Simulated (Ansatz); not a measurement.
Relaxed PbS (rock salt):

```xyz
4
Lattice="0.0000 5.9745 5.9745 2.9872 0.0000 2.9872 2.9872 2.9872 0.0000" Properties=species:S:1:pos:R:3 pbc="T T T"
S      0.0000     0.0000     0.0000
S      2.9872     5.9745     2.9872
Pb     2.9872     2.9872     2.9872
Pb     2.9872     5.9745     5.9745
```

A phonon eigenvector at L = (0.5, 0.0, 0.0) is frozen into this cell: atom i moves by Q times the vector below, so Q is the largest atomic displacement, in Å. The cell is held. It is one choice among 2 degenerate patterns. (q is in reciprocal vectors of the primitive cell; the cell shown is doubled to hold the pattern.)

```
atom       x       y       z
----  ------  ------  ------
Pb3    0.285  -0.520   0.805
Pb4   -0.285   0.520  -0.805
```

Atoms not listed stay in place.

Calculation: r2SCAN (plane waves to 500 eV, PAW, scalar-relativistic; Ansatz, an electronic-structure program). k mesh 5×10×10 (Γ-centred), Fermi-Dirac smearing 0.05 eV. Energies are smeared free energies. PbS was relaxed with its symmetry unable to fall. Spin-orbit coupling is left out, though Pb is heavy. The zero of ΔE is the undisplaced structure.

| Q (Å) | ΔE (meV/cell) |
|---|---|
| -0.180 | 59.5 |
| -0.150 | withheld |
| -0.120 | 26.1 |
| -0.090 | 14.6 |
| -0.060 | 6.5 |
| -0.030 | 1.6 |
| 0.000 | 0.0 |
| 0.030 | 1.6 |
| 0.060 | 6.5 |
| 0.090 | 14.6 |
| 0.120 | 26.1 |
| 0.150 | withheld |
| 0.180 | 59.5 |

Fit an even polynomial form (powers 2, 4) to the given rows and predict ΔE at Q = 0.150.

Least squares on the 11 given rows: ΔE = (1793)·Q² + (1331)·Q⁴, in meV/cell with Q in Å; root-mean-square residual 0.01 meV/cell. At 0.150 the fit gives 41.0 meV/cell; the calculation gives 41.0 meV/cell, the same to the digits shown. The quadratic term alone would give 40.3 meV/cell.

(A displaced cell: forces are minus the slopes of the energy, force constants its curvatures, and phonons follow from these.)
